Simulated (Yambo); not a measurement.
SiC (zinc blende, space group F-43m, No. 216), G0W0@PBEsol in Yambo with this input:

```
rim_cut
gw0
dyson
el_el_corr
HF_and_locXC
ppa
em1d
RandQpts= 1000000
RandGvec= 1 Ry
EXXRLvcs= 82 Ry
VXCRLvcs= 328 Ry
Chimod= "HARTREE"
% BndsRnXp
 1 | 76 |
%
NGsBlkXp= 14 Ry
% LongDrXp
 1.0 | 1.0 | 1.0 |
%
PPAPntXp= 27.2114 eV
% GbndRnge
 1 | 76 |
%
GTermKind= "BG"
DysSolver= "n"
ExtendOut
```

On a 6×6×6 mesh, with wavefunctions cut at 82 Ry, the gap (Γ → X) is 2.183 eV and the valence edge shifts by -0.747 eV.

Problem. What happens with this change: no terminator?

Solution. The gap falls by 0.067 eV, to 2.116 eV; the shift of the valence edge becomes -0.640 eV. Neither run is shown to be the converged limit.

Geometry relaxed with PBEsol; primitive cell a = b = c = 3.0809 Å, α = β = γ = 60.00°.

A shift is the quasiparticle energy of the state minus its PBEsol energy.
